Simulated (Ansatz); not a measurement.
In PBE+D3(BJ) (plane waves, PAW; program Ansatz), S in the α-S8 structure (Fddd) relaxes to a = 10.329 Å, b = 12.689 Å, c = 24.391 Å. S on 32h has 2 nearest neighbours from 2.06 Å (bent); S on 32h has 2 nearest neighbours from 2.07 Å (bent); S on 32h has 2 nearest neighbours from 2.06 Å (bent); S on 32h has 2 nearest neighbours from 2.06 Å (bent).

It is gapped at this level: 1.92 eV (indirect).

The PBE+D3(BJ) relaxation kept the symmetry of its start.

Potentials: the earlier of the program's two PAW sets.
